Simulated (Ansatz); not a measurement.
K2Au3 in space group Immm (No. 71; Au on 2a, Au on 4h, K on 4j), PBE in the plane-wave PAW code Ansatz, all energies at zero smearing, with the estimated change up to a 700 eV cutoff added, with one set of potentials and settings (totals compare only within such a set). Cell of 5 atoms (3 Au, 2 K): -42525.281 eV.

```json
[
 {"element": "Au", "reference phase": "Fm-3m, 1 atoms in the cell", "E (eV/atom)": "-13149.3277"},
 {"element": "K", "reference phase": "Im-3m, 1 atoms in the cell", "E (eV/atom)": "-1537.7858"}
]
```

Formation energy per atom, worked out: (-42525.281 − 3×(-13149.3277) − 2×(-1537.7858))/5 = -0.345 eV/atom (-33 kJ per mol of atoms), at 0 K, without zero-point energy or fitted corrections.

The workflow started from an entry of the Crystallography Open Database (COD). Whether it is the stable phase at ambient conditions was not checked. The PBE relaxation kept the symmetry of its start; its stability against distortions is not shown here. The references are the lowest solids computed at this level, not always the standard phases. Spin–orbit coupling is left out wherever it is not named.

Potentials: the later of the program's two PAW sets.
